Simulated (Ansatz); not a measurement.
TiO2 (anatase)

```yaml
crystal:
  lattice:
    - [-1.89921, 1.89921, 4.85192]
    - [1.89921, -1.89921, 4.85192]
    - [1.89921, 1.89921, -4.85192]
  atoms:
    - { symbol: Ti, position: [0.50000, 0.50000, 0.00000] }
    - { symbol: Ti, position: [0.25000, 0.75000, 0.50000] }
    - { symbol: O, position: [0.29360, 0.29360, 0.00000] }
    - { symbol: O, position: [0.04360, 0.54360, 0.50000] }
    - { symbol: O, position: [0.45640, 0.95640, 0.50000] }
    - { symbol: O, position: [0.70640, 0.70640, 0.00000] }
```

E(V) scan at fixed shape, V₀ the volume above. The atoms relax within the cell's symmetry.

Method: PBE (plane waves to 420 eV, PAW, scalar-relativistic; Ansatz, a program for electronic structure). k mesh 12×12×12 (Γ-centred), Fermi-Dirac smearing 0.05 eV. Energies are smeared free energies. The PAW data are Ansatz's earlier set. TiO2 is run without spin polarisation. TiO2 was relaxed with its symmetry unable to fall. The zero of ΔE is the relaxed starting cell.

**Question.** What ΔE (meV/atom) does the calculation give at V/V₀ = 0.840, 0.867, 0.893, 0.920, 0.947, 1.053, 1.080, 1.133?

**Answer.** 
| V/V₀ | ΔE (meV/atom) |
|---|---|
| 0.840 | 241.0 |
| 0.867 | 158.3 |
| 0.893 | 96.0 |
| 0.920 | 51.2 |
| 0.947 | 21.6 |
| 1.053 | 17.7 |
| 1.080 | 38.1 |
| 1.133 | 96.5 |

(Under strain, the slope of the energy per volume gives the stress and its curvature an elastic modulus.)
